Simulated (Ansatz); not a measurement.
TiPd, DFT, PBEsol, all-electron PAW with datasets made for the crystal, scalar-relativistic (Ansatz 0.2.0), run on 1 thread of Intel(R) Xeon(R) Platinum 8488C (Sapphire Rapids) on a shared host.

The geometry is COD entry 1523469, unchecked; take it as a test cell. The listed cell was then made from it by scaling, straining or moving an atom.

Command: `ansatz run input.yaml --threads 1 --pin off --max-ram 3072MiB --backend cpu --events-out ev --progress --plain --runs-dir out`

```yaml
crystal:
  lattice:
    - [3.2118, 0.0, 0.0]
    - [0.0, 3.2118, 0.0]
    - [0.0, 0.0, 3.18]
  atoms:
    - { symbol: Ti, position: [0.5, 0.5, 0.5] }
    - { symbol: Pd, position: [0.0, 0.0, 0.0] }
kpoints:
  mp_grid: { grid: [13, 13, 13] }
scf:
  occupations: { method: fermi_dirac, width: 0.08 }
hamiltonian:
  xc: pbesol
  pseudopotentials: { kind: all_electron, datasets: crystal }
output:
  forces: true
  stress: true
  eigenvalues: true
  efg: { contact_densities: true }
```

Task: How large is the problem that the program sets up?

Result: 196 irreducible k-points, 305 plane waves at Γ, 13 bands.

Task: Estimate the wall time and the peak memory.

Result: 17 s of wall time for 11 SCF iterations, with a peak of 0.65 GiB. Times on shared machines scatter by tens of per cent.

Task: And the same cell and mesh by PAW with the default files, asked for forces, stress, eigenvalues, efg, on the same hardware?

Result: 5.2 s, peak memory 0.46 GiB.
